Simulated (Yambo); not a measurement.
# Optical response of BeO at +1 % isotropic strain

```
CELL_PARAMETERS angstrom
      2.71780     0.00000     0.00000
     -1.35890     2.35369     0.00000
      0.00000     0.00000     4.41290
ATOMIC_POSITIONS crystal
  Be 0.33333 0.66667 0.99986
  Be 0.66667 0.33333 0.49986
  O  0.33333 0.66667 0.37764
  O  0.66667 0.33333 0.87764
```

Yambo, RPA with local fields on PBEsol bands; 21×21×12 mesh, 25 bands, 4 Ry local-field block, 0.2 eV broadening; field along z.

```tsv
E (eV)	Im ε	Re ε	Im ε, independent particles
0.0	0.00	3.07	0.00
0.4	0.00	3.07	0.00
0.8	0.00	3.08	0.00
1.1	0.01	3.09	0.01
1.5	0.01	3.10	0.01
1.9	0.01	3.12	0.01
2.2	0.01	3.14	0.01
2.6	0.02	3.16	0.02
3.0	0.02	3.19	0.02
3.4	0.02	3.23	0.02
3.8	0.02	3.27	0.03
4.1	0.03	3.32	0.03
4.5	0.03	3.38	0.04
4.9	0.04	3.45	0.04
5.2	0.05	3.53	0.05
5.6	0.06	3.63	0.06
6.0	0.07	3.75	0.07
6.4	0.09	3.89	0.09
6.8	0.12	4.08	0.13
7.1	0.21	4.35	0.21
7.5	0.48	4.62	0.48
7.9	0.74	4.70	0.72
8.2	1.00	4.81	0.98
8.6	1.26	4.94	1.23
9.0	1.48	5.22	1.46
9.4	1.84	5.45	1.83
9.8	2.65	5.89	2.68
10.1	4.57	5.92	4.73
10.5	5.07	4.16	5.24
10.9	4.87	2.94	5.09
11.2	4.48	2.49	4.88
11.6	4.41	1.83	4.91
12.0	3.77	1.20	4.20
12.4	3.06	1.03	3.40
12.8	2.55	1.48	2.91
13.1	2.48	1.69	2.86
13.5	2.72	2.06	3.29
13.9	2.80	2.18	3.36
14.2	3.65	1.99	4.38
14.6	3.30	1.19	3.98
15.0	2.97	1.28	3.80
15.4	2.97	1.43	3.96
15.8	3.24	1.47	4.17
16.1	3.58	1.02	4.18
16.5	3.44	0.62	3.75
16.9	3.24	0.38	3.43
17.2	3.17	0.15	3.30
17.6	3.03	-0.03	3.15
18.0	2.87	-0.47	2.84
18.4	2.38	-0.52	2.33
18.8	2.09	-0.40	2.03
19.1	1.90	-0.27	1.82
19.5	1.92	-0.26	1.79
19.9	1.87	-0.28	1.69
```

Structure narrower than a few tenths of an eV can come from the finite k mesh. Convergence of the RPA response with its 21×21×12 mesh was not tested. No excitonic effects at this level.

Geometry strained from the cell relaxed with PBEsol, atoms relaxed again.
